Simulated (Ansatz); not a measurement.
The cell below belongs to a search over invented structures; it isn't taken from experiment.

Input and command of a plane-wave DFT calculation in Ansatz:

```yaml
crystal:
  lattice:
    - [1.515253259, -7.1104037428, 0.0]
    - [1.515253259, 7.1104037428, 0.0]
    - [0.0, 0.0, 9.9802701223]
  atoms:
    - { symbol: W, position: [0.4179244865, 0.5820755135, 0.25] }
    - { symbol: W, position: [0.5820755135, 0.4179244865, 0.75] }
    - { symbol: S, position: [0.8663108867, 0.1336891133, 0.0902585892] }
    - { symbol: S, position: [0.1336891133, 0.8663108867, 0.9097414108] }
    - { symbol: S, position: [0.8663108867, 0.1336891133, 0.4097414108] }
    - { symbol: S, position: [0.1336891133, 0.8663108867, 0.5902585892] }
    - { symbol: F, position: [0.5463178706, 0.4536821294, 0.25] }
    - { symbol: F, position: [0.4536821294, 0.5463178706, 0.75] }
basis:
  ecutwfc: 420
kpoints:
  mp_grid: { grid: [10, 10, 4] }
hamiltonian:
  xc: pbe
scf:
  occupations: { method: gaussian, width: 0.1 }
output:
  forces: true
  stress: true
  eigenvalues: true
relax:
  adjacent_minimum: "off"
  f_tol: 0.01
  max_steps: 30
  cell: { stress_tol: 0.1, fix: [volume] }
```

```bash
ansatz run input.yaml --threads 1 --pin off --max-ram 2560MiB --backend cpu --events-out ev --progress --plain --runs-dir out
```

Processor: Arm Neoverse V1, 1 thread, on a host shared with other jobs.

Estimate time, memory and problem size.

About 7.6 min, peak memory 0.83 GiB. It solves 41 bands at 93 k points (after reduction by symmetry) with about 4163 plane waves, in 60 SCF iterations over 9 ionic steps.
